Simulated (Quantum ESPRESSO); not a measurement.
**Kohn-Sham bands of NaH (rock salt)**

```yaml
crystal:
  lattice:
    - [0.00000, 2.38642, 2.38642]
    - [2.38642, 0.00000, 2.38642]
    - [2.38642, 2.38642, 0.00000]
  atoms:
    - { symbol: Na, position: [0.00000, 0.00000, 0.00000] }
    - { symbol: H, position: [0.50000, 0.50000, 0.50000] }
```

Structure: Materials Project mp-23870, symmetrised, not relaxed again. COD (Crystallography Open Database) has an entry of this formula and space group (matched by these alone). Level: PBEsol, no spin polarisation, no spin-orbit coupling; pw.x of Quantum ESPRESSO at 71 Ry with PseudoDojo potentials, 12×12×12 k-points, Wannier90. Density: 12×12×12 mesh, cold smearing 0.01 Ry.

Energies are relative to the valence-band maximum; weights are on the orthonormalised atomic waves of the pseudopotential files, averaged over the group. 10 electrons a cell are treated as valence.

Task: Into which isolated groups do the bands fall, where do they lie and what are they made of?

Result: 
```csv
bands,from (eV),to (eV),filling,weight on atomic waves
1,-49.96,-49.95,filled,Na 2s 99 %
2–4,-22.11,-22.00,filled,Na 2p 100 %
5,-3.82,0.00,filled,"H 1s 77 %, Na 3s 21 %"
```

The Kohn-Sham gap over both meshes and the path is 3.63 eV.
